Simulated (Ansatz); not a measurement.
Input:

WO3:
Space group P-42₁m (No. 113); a = b = 7.5211 Å, c = 3.8376 Å, α = β = γ = 90.00°

| atom | site | symmetry | x | y | z |
|---|---|---|---|---|---|
| W | 4e | ..m | 0.7324 | 0.2324 | 0.0533 |
| O | 4e | ..m | 0.2444 | 0.2556 | 0.4863 |
| O | 8f | 1 | 0.2507 | 0.0063 | 0.0037 |

This is the LDA-relaxed structure.

Problem. All from LDA in the plane-wave PAW code Ansatz, unless another level is named. Predict the band gap.

Solution. 1.09 eV (smallest direct gap 1.10 eV).

Problem. Next, the formation energy from the elements (no fitted shifts)?

Solution. -2.25 eV/atom.

Problem. Give the electron effective mass.

Solution. 0.22, 0.22, 22 mₑ (principal values).

Problem. Predict the conduction-band minimum.

Solution. at Γ.

Problem. Give the valence-band maximum.

Solution. at Z.

Space group P-42_1m. The workflow started from a Materials Project entry (that database holds measured and hypothetical structures alike); the Crystallography Open Database copy checked does not list it. COD files the formula under space group No. 2, 14, 62, 129, 130, 191. Its standing as an ambient phase is unchecked. Symmetry was held in the LDA relaxation; phonons show weakly imaginary modes. No spin polarisation was allowed. No Hubbard U is applied. The references are the lowest solids computed at this level, not always the standard phases (solids in place of the gases). Spin–orbit coupling is left out wherever it is not named.

Potentials: the later of the program's two PAW sets.
